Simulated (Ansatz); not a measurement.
Data:

BaTaO3:
```cif
data_BaO3Ta
_chemical_formula_sum 'Ba1 Ta1 O3'
_space_group_name_H-M_alt 'Pm-3m'
_space_group_IT_number 221
_space_group_name_Hall '-P 4 2 3'
_cell_length_a 4.06993
_cell_length_b 4.06993
_cell_length_c 4.06993
_cell_angle_alpha 90.000
_cell_angle_beta 90.000
_cell_angle_gamma 90.000
loop_
_atom_site_label
_atom_site_type_symbol
_atom_site_symmetry_multiplicity
_atom_site_Wyckoff_symbol
_atom_site_fract_x
_atom_site_fract_y
_atom_site_fract_z
_atom_site_occupancy
Ba1 Ba 1 a 0.00000 0.00000 0.00000 1
Ta1 Ta 1 b 0.50000 0.50000 0.50000 1
O1 O 3 c 0.00000 0.50000 0.50000 1
```

This is the PBEsol-relaxed structure.

Question: All from the program Ansatz at the PBEsol level (PAW), unless another level is named. Predict the highest zone-centre frequency.

Answer: 566 cm^-1.

Question: Predict the Young's modulus.

Answer: 251 GPa.

The first step of the workflow began from a Materials Project structure, measured or hypothetical; the Crystallography Open Database copy checked does not list it. Whether it is the stable phase at ambient conditions was not checked. The cell was relaxed with PBEsol under the symmetry of its start; its stability against distortions is not shown here. No spin polarisation was allowed. As this level gives no gap, phonon frequencies hold no LO–TO term and depend on the k-mesh and smearing (Fermi–Dirac, 0.1 eV here). Scalar-relativistic: spin–orbit coupling is off unless named, which matters more the heavier the elements.

Potentials: the later of the program's two PAW sets.
